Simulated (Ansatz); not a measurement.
Consider the following.

SrTiO$_{3}$:
```cif
data_O6Sr2Ti2
_chemical_formula_sum 'Sr2 Ti2 O6'
_space_group_name_H-M_alt 'P 1'
_space_group_IT_number 1
_cell_length_a 5.52710
_cell_length_b 5.52710
_cell_length_c 5.52710
_cell_angle_alpha 120.100
_cell_angle_beta 120.100
_cell_angle_gamma 89.827
loop_
_space_group_symop_operation_xyz
  'x, y, z'
loop_
_atom_site_label
_atom_site_type_symbol
_atom_site_fract_x
_atom_site_fract_y
_atom_site_fract_z
_atom_site_occupancy
Sr1 Sr 0.75000 0.25000 0.50000 1
Sr2 Sr 0.25000 0.75000 0.50000 1
Ti1 Ti 0.00000 0.00000 0.00000 1
Ti2 Ti 0.50000 0.50000 0.00000 1
O1 O 0.76684 0.26684 0.03368 1
O2 O 0.23316 0.73316 0.96632 1
O3 O 0.26684 0.23316 0.50000 1
O4 O 0.73316 0.76684 0.50000 1
O5 O 0.75000 0.75000 0.00000 1
O6 O 0.25000 0.25000 0.00000 1
```

This is the r²SCAN-relaxed structure.

Problem. All from r²SCAN in the plane-wave PAW code Ansatz, unless another level is named. Estimate the Hill bulk and shear moduli.

Solution. 186 and 107 GPa.

Problem. Give the highest zone-centre frequency (without LO–TO term).

Solution. 835 cm⁻¹.

Space group I4/mcm. The first step of the workflow began from a Materials Project structure, measured or hypothetical; the Crystallography Open Database files this formula in space group No. 140, but the cells were not matched. It is not the phase usual at ambient conditions (space group No. 221). Symmetry was held in the r²SCAN relaxation. At this level the phase is dynamically unstable (imaginary phonons). No spin polarisation was allowed.

Potentials: the earlier of the program's two PAW sets.
